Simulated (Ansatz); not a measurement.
Trial structure of Al3P2, not yet relaxed:

Space group R-3m:H (No. 166). a = 3.478 Å, b = 3.478 Å, c = 24.042 Å, α = 90.00°, β = 90.00°, γ = 120.00°
```json
{"atom": "Al", "site": "3a", "symmetry": "-3m", "x": "0.0000", "y": "0.0000", "z": "0.0000"}
{"atom": "Al", "site": "6c", "symmetry": "3m", "x": "0.3333", "y": "0.6667", "z": "0.8784"}
{"atom": "P", "site": "6c", "symmetry": "3m", "x": "0.6667", "y": "0.3333", "z": "0.7341"}
```

Level of theory: Ansatz, DFT PBE, scalar-relativistic, plane waves, PAW. Plane waves to 420 eV, a k mesh through Γ of 6×6×6 on the computed 5-atom cell and Gaussian smearing (0.10 eV); no spin polarisation.

Energies over the elements count from the elements' standard structures at the same level, with no fitted energy shifts. The references include black phosphorus.

Task: Estimate its pressure, forces and energy as it stands.

Result: The pressure is 4.2 GPa (the mean over three directions, positive in compression), the largest force is 0.84 eV/Å, and the energy is −0.20 eV/atom against the elements. The shortest distance is 2.39 Å.

Task: How much does it gain on relaxing, and where does it end?

Result: Relaxing gains under 0.1 eV/atom (the start's value is from the coarse mesh, so the gain is rough) in 11 ionic steps and ends at −0.25 eV/atom on the finer mesh. The symmetry stays R-3m (No. 166). The end has the anti-tetradymite type. The volume per atom grows by 3.2 %, from 16.8 to 17.3 Å³. The shortest distance goes from 2.39 Å (Al–P) to 2.48 Å (Al–P). Conventional cell: a = 3.592 Å, c = 23.272 Å. Al on a site of symmetry -3m is surrounded by 6 P at 2.55 Å; Al on a site of symmetry 3m is surrounded by 3 P at 2.48 Å and 3 Al at 2.92 Å; P is surrounded by 6 Al at 2.48–2.55 Å.

The last run used a 12×12×12 mesh for its 5-atom cell and Gaussian smearing of 0.10 eV. An odd number of electrons in the primitive cell allows no gap without spin; a larger cell or a magnetic state could open one. The cell is a metal run without spin; a magnetic state may lie lower. The reference form of P is held partly by dispersion forces, which this level lacks. The relaxation can't lower the symmetry of the start. A structure relaxed within its symmetry needn't be a true minimum.
